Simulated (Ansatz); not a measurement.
Cs2NaLaCl6:
```xyz
10
Lattice="0.0000 5.3296 5.3296 5.3296 0.0000 5.3296 5.3296 5.3296 0.0000" Properties=species:S:1:pos:R:3 pbc="T T T"
Cs     7.9944     7.9944     7.9944
Cs     2.6648     2.6648     2.6648
Na     5.3296     5.3296     5.3296
La     0.0000     0.0000     0.0000
Cl     2.7074     5.3296     5.3296
Cl     7.9517     5.3296     5.3296
Cl     5.3296     2.7074     5.3296
Cl     5.3296     7.9517     5.3296
Cl     5.3296     5.3296     2.7074
Cl     5.3296     5.3296     7.9517
```

Relaxed with LDA. Special points in fractions of this cell's reciprocal vectors: Γ (0.000, 0.000, 0.000); X (0.500, 0.000, 0.500); U (0.625, 0.250, 0.625); K (0.375, 0.375, 0.750); L (0.500, 0.500, 0.500); W (0.500, 0.250, 0.750).

### Question
List the band energies nearest the valence-band maximum at these points for LDA (plane waves, PAW; program Ansatz).

### Answer
In eV from the valence-band maximum; about four levels below and three above (degenerate sets whole), none deeper than 8.9 eV; points with the same levels are listed once.

```json
[
 {"k": "Γ", "below": "-0.23 -0.23 -0.23 0.00 0.00 0.00", "above": "4.89 5.01 5.01 5.01"},
 {"k": "X", "below": "-0.57 -0.32 -0.32 -0.02", "above": "4.92 4.99 4.99"},
 {"k": "U", "below": "-0.49 -0.40 -0.33 -0.11", "above": "4.92 4.98 4.99"},
 {"k": "L", "below": "-0.35 -0.31 -0.31 -0.30", "above": "4.91 4.97 4.97"},
 {"k": "W", "below": "-0.50 -0.50 -0.21 -0.21", "above": "4.92 4.99 5.00 5.00"}
]
```

Space group Fm-3m. The first step of the workflow began from a Materials Project structure, measured or hypothetical; the Crystallography Open Database copy checked does not list it. Whether it is the stable phase at ambient conditions was not checked. Symmetry was held in the LDA relaxation; phonons on a q-mesh show weakly imaginary modes. Spin–orbit coupling is left out wherever it is not named.

Potentials: the later of the program's two PAW sets.
